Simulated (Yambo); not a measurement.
PbSe (rock salt, space group Fm-3m, No. 225), G0W0@LDA in Yambo; all else as in the reference (4×4×4 Γ-centred k mesh, bands 6 to 136 and a 10 Ry block in the screening, 136 bands in G with the Bruneval-Gonze terminator, plasmon pole fitted at 27.2 eV). One parameter is varied: the cutoff of the exchange sum, over 10, 20, 40, 86 Ry.

**Question.** From which value on does the gap L → L stay within 0.05 eV of the largest setting?

**Answer.** From 40 Ry on.
```csv
cutoff of the exchange sum (Ry),G0W0 gap (eV),valence shift (eV)
10,0.70,-0.29
20,0.80,-0.62
40,0.86,-0.72
86,0.86,-0.73
```
The last step of the sweep still moves the gap by 6 meV; the other settings are held fixed.

The standard potentials for Pb, Se keep a d shell in the valence without the s and p states of that shell. In tests on such compounds this moved G0W0 gaps by up to about 0.9 eV, so absolute quasiparticle energies here are unreliable; differences between settings are what counts.

Spin-orbit coupling is not included.

Geometry of the Materials Project entry, not relaxed at this level; primitive cell a = b = c = 4.3711 Å, α = β = γ = 60.00°.

A shift is the quasiparticle energy of the state minus its LDA energy.
